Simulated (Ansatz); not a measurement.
Data:

Sr₃SbN:
```
Sr3SbN
1.0
    5.18568     0.00000     0.00000
    0.00000     5.18568     0.00000
    0.00000     0.00000     5.18568
Sr Sb N
3 1 1
Cartesian
  0.00000   2.59284   2.59284
  2.59284   0.00000   2.59284
  2.59284   2.59284   0.00000
  0.00000   0.00000   0.00000
  2.59284   2.59284   2.59284
```

This is the r²SCAN-relaxed structure.

Problem. All from r²SCAN in the plane-wave PAW code Ansatz, unless another level is named. Predict the hole effective mass with spin–orbit coupling, band 1 of 2 at the edge.

Solution. 0.44 along [100], 0.37 along [110], 0.35 along [111] (mₑ).

Problem. Next, the electron effective mass with spin–orbit coupling, band 2 of 2 at the edge?

Solution. 0.13 along [100], 0.16 along [110], 0.20 along [111] (mₑ).

Problem. Predict the gap with spin–orbit coupling.

Solution. 0.53 eV.

Problem. Next, the hole effective mass, band 1 of 3 at the edge?

Solution. 0.50 along [100], 0.50 along [110], 0.42 along [111] (mₑ).

Problem. Give the electron effective mass, band 1 of 2 at the edge.

Solution. 0.68 along [100], 0.34 along [110], 0.23 along [111] (mₑ).

Space group Pm-3m (anti-perovskite). The first step of the workflow began from a Materials Project structure, measured or hypothetical; the Crystallography Open Database copy checked does not list it. Its standing as an ambient phase is unchecked. The r²SCAN relaxation kept the symmetry of its start; its stability against distortions is not shown here. Spin–orbit coupling is left out wherever it is not named.

Potentials: the later of the program's two PAW sets.
